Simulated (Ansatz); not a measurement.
# Al₃GaN₄: pressure against volume

Al₃GaN₄, Pm, a = 5.043 Å, b = 3.130 Å, c = 5.418 Å, β = 90.0°. The structure is a Materials Project entry; whether it is the stable form wasn't checked. Ansatz: PBEsol, PAW, 420 eV, Γ-centred 6×8×4 mesh on 8 atoms, Gaussian smearing 0.02 eV; no spin polarisation. Shape and atoms are relaxed at each volume; pressure is positive in compression.

```tsv
V (Å³/atom)	P (GPa)
9.408	?
9.729	22.54
10.050	13.88
10.370	6.43
10.691	0.02
11.012	-5.50
11.333	-10.24
11.760	-15.56
```

Q: Take V0 = 10.691 Å³/atom, count pressures from its P0 = 0.02 GPa, fit the third-order Birch–Murnaghan form to the other rows, and predict the missing pressure.

A: With the Eulerian strain f = ½[(V0/V)^(2/3) − 1] and y = (P − P0)/[3f(1 + 2f)^(5/2)], the form is the line y = B0 + 1.5 B0 (B0′ − 4) f. Rows (f, y): 0.03244, 197.7; 0.02104, 198.1; 0.01027, 197.7; -0.00976, 198.0; -0.01907, 197.6; -0.03078, 197.8. Means f = 0.0006900, y = 197.82; Σ(Δf)² = 0.003004, ΣΔfΔy = 0.003834; the slope is their ratio. y = 197.8 + 1.276 f GPa, so B0 = 197.8 GPa and B0′ = 4 + 2 × (1.276)/(3 × 197.8) = 4.00. At V = 9.408, f = 0.04448, y = 197.86 and P = 32.69 GPa. The run gave 32.60 GPa, so the fit is 0.09 GPa too high, a small miss on the scale of the series.